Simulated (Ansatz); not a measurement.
A distorted cell of C (graphite type, space group P6_3/mmc):

```
CELL_PARAMETERS angstrom
      2.45536     0.00000     0.00000
     -1.22768     2.12640     0.00000
      0.00000     0.00000     6.67065
ATOMIC_POSITIONS crystal
  C  0.00000 0.00000 0.25000
  C  0.97366 0.98683 0.75000
  C  0.33333 0.66667 0.25000
  C  0.66667 0.33333 0.75000
```

Level of theory: r2SCAN+rVV10 (plane waves to 500 eV, PAW, scalar-relativistic; Ansatz, a program for electronic structure). k mesh 12×12×4 (Γ-centred), Fermi-Dirac smearing 0.05 eV. The energy includes the smearing's −TS. Compression counts positive. With partly filled bands, energies and forces of such displacements shift with the k mesh and the smearing. C was relaxed with its symmetry unable to fall.

Problem. Predict the force on every atom, in eV/Å.

Solution. 
| atom | Fx | Fy | Fz |
|---|---|---|---|
| C1 | 0.004 | 0.002 | 0.000 |
| C2 | 2.523 | 1.457 | 0.000 |
| C3 | -0.005 | -0.003 | 0.000 |
| C4 | -2.522 | -1.456 | 0.000 |

Problem. What is the stress tensor (GPa)?

Solution. 
```
   -0.2     -2.2      0.0
   -2.2      2.4      0.0
    0.0      0.0      0.0
```
The pressure, a third of the trace, is 0.7 GPa.

Problem. In it atom 2 sits (-0.048, -0.028, 0.000) Å away from its relaxed site. What is its energy relative to the relaxed cell?

Solution. 82 meV/cell.

(For displaced atoms, the force is minus the slope of the energy, and its curvature is a force constant, which sets phonon frequencies.)
